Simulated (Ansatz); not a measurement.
Given:

Mg:
```yaml
crystal:
  lattice:
    - [0.00000, 2.21634, 2.21634]
    - [2.21634, 0.00000, 2.21634]
    - [2.21634, 2.21634, 0.00000]
  atoms:
    - { symbol: Mg, position: [0.00000, 0.00000, 0.00000] }
```

This is the LDA-relaxed structure.

Task: All from LDA (plane waves, PAW; program Ansatz), unless another level is named. Predict the Hill bulk and shear moduli.

Result: 38.8 and 14.9 GPa.

Task: Predict the elastic constants (relaxed ions, GPa).

Result: C11 = 47.7, C12 = 34.4, C44 = 25.4.

Space group Fm-3m (fcc (Cu type)). The first step of the workflow began from a Materials Project structure, measured or hypothetical; the Crystallography Open Database copy checked does not list it. It is not the phase usual at ambient conditions (space group No. 194). The cell was relaxed with LDA under the symmetry of its start; its stability against distortions is not shown here. As this level gives no gap, shear constants depend on the k-mesh and smearing (Fermi–Dirac, 0.1 eV here).

Potentials: the later of the program's two PAW sets.
